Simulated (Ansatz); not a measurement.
Values for one crystal, relaxed and computed with plane-wave PAW r²SCAN (Ansatz code); other levels are named.

| Item | Value |
|---|---|
| Volume per atom | 29.24 Å³ |
| Band gap | 1.37 eV (indirect) |
| Pressure derivative B′ | 5.0 |
| Formation energy from the elements (no fitted shifts) | -0.18 eV/atom |
| Hole effective mass with spin–orbit coupling | 0.15, 3.7, 12 mₑ (principal values) |
| Hole effective mass | 0.14, 3.4, 10.0 mₑ (principal values) |
| Electron effective mass with spin–orbit coupling | 0.15, 0.96, 0.96 mₑ (principal values) |

**Question.** Pick the material that matches.
A) CsPbCl3, Amm2 (Pearson symbol oS20)
B) SiC, P6_422 (Si on 3c, C on 3d)
C) Cs2CaBr4, I4/mmm (Cs on 4e, Ca on 2a, Br on 4e, Br on 4c)
D) Cs2PtC2, P-3m1 (Cs on 2d, Pt on 1a, C on 2c)

**Answer.** D, Cs2PtC2, P-3m1 (Cs on 2d, Pt on 1a, C on 2c)

The first step of the workflow began from a Materials Project structure, measured or hypothetical; the Crystallography Open Database files this formula in space group No. 164, but the cells were not matched. Its standing as an ambient phase is unchecked. Symmetry was held in the r²SCAN relaxation; whether a distortion lowers the energy is not shown. The run is not spin-polarised. The references are the lowest solids computed at this level, not always the standard phases. Scalar-relativistic: spin–orbit coupling is off unless named, which matters more the heavier the elements.

Potentials: the later of the program's two PAW sets.
